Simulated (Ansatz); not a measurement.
Relaxed-ion elastic tensor of NbSi2 (fluorite, Fm-3m) in GPa (Voigt order), DFT-PBE in the program Ansatz with PAW potentials; density 4.48 g/cm³, 18.42 Å³ per atom.

```
48.9   134   134   0.0   0.0   0.0
 134  48.9   134   0.0   0.0   0.0
 134   134  48.9   0.0   0.0   0.0
 0.0   0.0   0.0  -103   0.0   0.0
 0.0   0.0   0.0   0.0  -103   0.0
 0.0   0.0   0.0   0.0   0.0  -103
```

Q: Is the crystal mechanically stable?

A: No: the smallest eigenvalue of C is -103 GPa.

The cell is a constructed one: a structure type filled with these elements; neither database checked (COD, Materials Project) lists it. COD files the formula under space group No. 180, 181, so this cell is another polymorph or a model. Whether it is the stable phase at ambient conditions was not checked. The PBE relaxation kept the symmetry of its start. At this level the phase is mechanically unstable. The run is not spin-polarised. As this level gives no gap, shear constants depend on the k-mesh and smearing (Fermi–Dirac, 0.1 eV here).

Potentials: the later of the program's two PAW sets.
